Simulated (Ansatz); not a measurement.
Mg5ZnN4 — ²⁵Mg NMR of the central transition

Cell: a Materials Project structure (computed, not necessarily an observed phase), atoms as given.

Space group Pmmn:1 (No. 59); a = 6.7593, b = 7.1474, c = 5.1834 Å.

```csv
site,Wyckoff,site symmetry,x,y,z
Mg1,8g,1,0.2526,0.3009,0.7506
Mg9,2a,mm2,0.5000,0.5000,0.2776
Zn,2b,mm2,0.0000,0.5000,0.2733
N13,4f,.m.,0.7487,0.5000,0.0471
N17,4e,m..,0.5000,0.2520,0.4974
```

One atom of each set is listed.

All values are calculated (Ansatz; DFT, LDA, plane waves and PAW, scalar-relativistic, 420 eV cutoff, Γ-centred 4×4×6 k-points, Fermi–Dirac smearing 0.02 eV), not measured.

²⁵Mg has I = 5/2 and Q = 199.4 mb (Pyykkö 2018); at 14.1 T its Larmor frequency is ν₀ = 36.8 MHz. Only the quadrupole interaction is simulated: positions count from each site's isotropic chemical shift, and shift anisotropy, dipolar and J coupling are left out, though they dominate static lines narrower than about 10 kHz.

Task: What does the ²⁵Mg spectrum (static powder) show for each site?

Result: 

```csv
site,first shell,C_Q (MHz),η,P_Q (MHz),δ_QIS (ppm),breadth (kHz)
Mg1,4 N at 2.09–2.39 Å,11.2,0.87,12.5,-694,191
Mg9,4 N at 2.06–2.11 Å,-2.69,0.67,2.89,-37.0,9.91
```

δ_QIS = −(ν_Q²/30ν₀²)[I(I+1) − 3/4](1 + η²/3) × 10⁶ ppm with ν_Q = 3|C_Q|/[2I(2I−1)]; it falls as 1/B₀² in ppm, and the breadth as 1/B₀ in kHz.

At this cell the LDA pressure is -7 GPa, so with LDA the cell would shrink if it were relaxed. With a gap of 0.8 eV on this mesh, small gradients can still move by 0.1 × 10²¹ V/m² or more as the k-mesh gets denser.
